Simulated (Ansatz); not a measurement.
An ordered 8-atom cell of LaGa3N4 on the wurtzite lattice (P3m1): a relaxation of cell and atoms in the plane-wave code Ansatz (PBE). The starting cell was estimated from covalent radii.

Input file:
```yaml
crystal:
  lattice:
    - [3.2918284405, 0.0, 0.0]
    - [-1.6459142202, 2.8508070544, 0.0]
    - [0.0, 0.0, 10.7511116867]
  atoms:
    - { symbol: Ga, position: [0.3333333333, 0.6666666667, 0.0] }
    - { symbol: Ga, position: [0.3333333333, 0.6666666667, 0.5] }
    - { symbol: Ga, position: [0.6666666667, 0.3333333333, 0.25] }
    - { symbol: La, position: [0.6666666667, 0.3333333333, 0.75] }
    - { symbol: "N", position: [0.3333333333, 0.6666666667, 0.1875] }
    - { symbol: "N", position: [0.3333333333, 0.6666666667, 0.6875] }
    - { symbol: "N", position: [0.6666666667, 0.3333333333, 0.4375] }
    - { symbol: "N", position: [0.6666666667, 0.3333333333, 0.9375] }
kpoints:
  mp_grid: { grid: [12, 12, 2] }
hamiltonian:
  xc: pbe
scf:
  occupations: { method: fermi_dirac, width: 0.02 }
relax:
  f_tol: 0.005
  cell: {}
output:
  write_density: true
  write_potential: true
  elf: true
  volumetric_format: npy
```

Command: `ansatz run input.yaml --threads 4 --pin off --max-ram 6451MiB --backend cpu --events-out ev --progress --plain --runs-dir out`.

Q: It ran on 4 threads of Arm Neoverse V2 (shared host). About how long did it take, and how much host memory at the peak?

A: About 53 s, with a peak of 0.54 GiB.

Main lines of the log:
```
Functional definition: PBE
Crystal: 8 atoms, lattice volume = 100.892 Å³
Basis set: ecut = 420 eV, 1979 PW (Γ)
Bands: 43, of which v1, the nominal top of the filled ones, is band 35 counted from 1 (34 counted from 0)
Symmetry: 6 space group operations
Space group: P3m1 (ITA 156)
k-points: 38 of 288 (time reversal used)
SCF iter   1: HF=-19135.022004 eV  Δρ=7.67e-3  dr2=9.62e-2
SCF iter   2: HF=-19135.013862 eV  Δρ=3.93e-3  dr2=1.60e-2
SCF iter   3: HF=-19135.015487 eV  Δρ=2.03e-3  dr2=5.06e-3
SCF iter   4: HF=-19135.016584 eV  Δρ=5.58e-4  dr2=3.98e-4
SCF iter   5: HF=-19135.016670 eV  Δρ=2.89e-4  dr2=8.81e-5
SCF iter   6: HF=-19135.016823 eV  Δρ=8.79e-5  dr2=5.89e-6
SCF iter   7: HF=-19135.016827 eV  Δρ=3.00e-5  dr2=8.39e-7
SCF iter   8: HF=-19135.016827 eV  Δρ=1.11e-5  dr2=1.33e-7
SCF iter   9: HF=-19135.016827 eV  Δρ=4.94e-6  dr2=2.66e-8
SCF 1 converged in 9 iterations: F = -19135.016827 eV  dr2 = 2.66e-8
relax step 1: F+E_penalty+E_count = -19135.01682704 eV  max|allowed force component| = 7.418e0 eV/Å  Δτ_max = 0.0000 Å  P = +26.926 GPa  Ω = 100.892 Å³
SCF 2 converged in 9 iterations: F = -19137.764308 eV  dr2 = 1.90e-7
relax step 2: F+E_penalty+E_count = -19137.76430844 eV  max|allowed force component| = 3.453e0 eV/Å  Δτ_max = 0.1948 Å  P = +8.718 GPa  Ω = 107.459 Å³
SCF 3 converged in 9 iterations: F = -19138.542876 eV  dr2 = 1.24e-7
relax step 3: F+E_penalty+E_count = -19138.54287600 eV  max|allowed force component| = 1.022e0 eV/Å  Δτ_max = 0.1965 Å  P = +1.194 GPa  Ω = 109.696 Å³
SCF 4 converged in 8 iterations: F = -19138.599730 eV  dr2 = 1.21e-7
relax step 4: F+E_penalty+E_count = -19138.59973032 eV  max|allowed force component| = 4.704e-1 eV/Å  Δτ_max = 0.0377 Å  P = +0.902 GPa  Ω = 110.081 Å³
SCF 5 converged in 7 iterations: F = -19138.611237 eV  dr2 = 3.55e-7
relax step 5: F+E_penalty+E_count = -19138.61123734 eV  max|allowed force component| = 1.697e-1 eV/Å  Δτ_max = 0.0524 Å  P = -0.526 GPa  Ω = 111.340 Å³
SCF 6 converged in 6 iterations: F = -19138.614806 eV  dr2 = 3.96e-7
relax step 6: F+E_penalty+E_count = -19138.61480593 eV  max|allowed force component| = 1.000e-1 eV/Å  Δτ_max = 0.0176 Å  P = +0.114 GPa  Ω = 110.852 Å³
SCF 7 converged in 5 iterations: F = -19138.615394 eV  dr2 = 2.29e-7
relax step 7: F+E_penalty+E_count = -19138.61539375 eV  max|allowed force component| = 3.886e-2 eV/Å  Δτ_max = 0.0071 Å  P = +0.112 GPa  Ω = 110.821 Å³
SCF 8 converged in 5 iterations: F = -19138.615297 eV  dr2 = 6.55e-8
relax step 8: F+E_penalty+E_count = -19138.61529716 eV  max|allowed force component| = 2.098e-2 eV/Å  Δτ_max = 0.0015 Å  P = -0.014 GPa  Ω = 110.907 Å³
SCF 9 converged in 5 iterations: F = -19138.615320 eV  dr2 = 1.34e-8
relax step 9: F+E_penalty+E_count = -19138.61532025 eV  max|allowed force component| = 2.415e-3 eV/Å  Δτ_max = 0.0008 Å  P = -0.000 GPa  Ω = 110.906 Å³
SCF 10 converged in 9 iterations: F = -19138.656670 eV  dr2 = 3.19e-11
relax step 10: F+E_penalty+E_count = -19138.65666969 eV  max|allowed force component| = 2.888e-3 eV/Å  Δτ_max = 0.0000 Å  P = +0.500 GPa  Ω = 110.906 Å³  (SCF on a basis re-selected at this cell)
SCF 11 converged in 6 iterations: F = -19138.656287 eV  dr2 = 1.02e-7
relax step 11: F+E_penalty+E_count = -19138.65628657 eV  max|allowed force component| = 1.079e-2 eV/Å  Δτ_max = 0.0016 Å  P = -0.029 GPa  Ω = 111.346 Å³
SCF 12 converged in 5 iterations: F = -19138.656364 eV  dr2 = 6.74e-9
relax step 12: F+E_penalty+E_count = -19138.65636412 eV  max|allowed force component| = 1.180e-3 eV/Å  Δτ_max = 0.0008 Å  P = -0.000 GPa  Ω = 111.319 Å³
SCF 13 converged in 6 iterations: F = -19138.657327 eV  dr2 = 2.16e-11
relax step 13: F+E_penalty+E_count = -19138.65732738 eV  max|allowed force component| = 1.182e-3 eV/Å  Δτ_max = 0.0000 Å  P = +0.003 GPa  Ω = 111.319 Å³  (SCF on a basis re-selected at this cell)
Free energy (F): -19138.657327 eV
Fermi energy:    10.194181 eV
--- Forces (eV/Å), atoms counted from 1 ---
  atom   1  Ga      0.00000      0.00000      0.00118
  atom   2  Ga      0.00000      0.00000    -0.00076
  atom   3  Ga      0.00000      0.00000    -0.00032
  atom   4  La      0.00000      0.00000    -0.00003
  atom   5  N       0.00000      0.00000      0.00004
  atom   6  N       0.00000      0.00000    -0.00044
  atom   7  N       0.00000      0.00000      0.00057
  atom   8  N       0.00000      0.00000    -0.00023
--- Stress (GPa, compression-positive) ---
        0.000674       0.000000       0.000000
        0.000000       0.000674       0.000000
        0.000000       0.000000       0.006696
  P = ⅓ Tr σ = 0.0027 GPa (0.027 kbar)
--- Relaxed structure (11 steps of the walk, 11 accepted, 2 SCFs on fresh bases) ---
  F+E_penalty+E_count = -19138.65732738 eV   max|allowed force component| = 1.182e-3 eV/Å
  cell:  # Å, volume = 111.3190 Å³
    - [3.370979, 0.000000, 0.000000]
    - [-1.685490, 2.919354, 0.000000]
    - [0.000000, 0.000000, 11.311661]
  atoms:
    - { symbol: Ga, position: [0.333333, 0.666667, 0.025124] }
    - { symbol: Ga, position: [0.333333, 0.666667, 0.476864] }
    - { symbol: Ga, position: [0.666667, 0.333333, 0.250708] }
    - { symbol: La, position: [0.666667, 0.333333, 0.749977] }
    - { symbol: N, position: [0.333333, 0.666667, 0.200502] }
    - { symbol: N, position: [0.333333, 0.666667, 0.649621] }
    - { symbol: N, position: [0.666667, 0.333333, 0.426510] }
    - { symbol: N, position: [0.666667, 0.333333, 0.970694] }
```

Planar averages along the third cell vector, from rho_z.tsv and v_z.tsv (valence density with its augmentation; electrostatic potential energy of an electron, of which only differences have a meaning):

| z (Å) | ρ (e/Å³) | v_es (eV) |
| --- | --- | --- |
| 0.00 | 1.268 | 0.85 |
| 0.42 | 1.604 | 4.69 |
| 0.99 | 0.189 | 8.94 |
| 1.41 | 0.173 | 12.01 |
| 1.98 | 0.518 | 5.13 |
| 2.40 | 0.928 | -0.33 |
| 2.97 | 1.649 | 4.32 |
| 3.39 | 0.285 | 7.27 |
| 3.82 | 0.151 | 11.42 |
| 4.38 | 0.388 | 8.26 |
| 4.81 | 0.734 | 0.45 |
| 5.37 | 2.003 | 2.96 |
| 5.80 | 0.549 | 6.08 |
| 6.36 | 0.147 | 11.63 |
| 6.79 | 0.274 | 11.15 |
| 7.35 | 0.640 | 3.21 |
| 7.78 | 0.695 | -0.48 |
| 8.20 | 0.659 | -4.07 |
| 8.77 | 0.604 | -4.68 |
| 9.19 | 0.358 | 1.07 |
| 9.76 | 0.108 | 10.14 |
| 10.18 | 0.172 | 12.20 |
| 10.75 | 0.560 | 4.64 |
| 11.17 | 0.912 | 0.06 |

The walk took 11 steps, besides SCFs solved again on a fresh basis, and changed the volume by +10.3 %. The last SCF, on a fresh basis, lies 455 meV an atom below the first. At the end: the symmetry is P3m1 (No. 156, trigonal); conventional cell a = 3.371 Å, c = 11.312 Å, 13.91 Å³ an atom. Ga has 4 N at 1.98–2.04 Å; Ga has 4 N at 1.95–2.03 Å; Ga has 4 N at 1.99–2.03 Å; La has 4 N at 2.25–2.50 Å; N has 4 Ga at 1.98–2.03 Å; N has 1 Ga at 1.95 Å and 3 La at 2.25 Å; N has 4 Ga at 1.99–2.03 Å; N has 3 Ga at 2.04 Å and 1 La at 2.50 Å.

Simulation only: spin-unpolarised, and no claim that this is the phase found in nature.
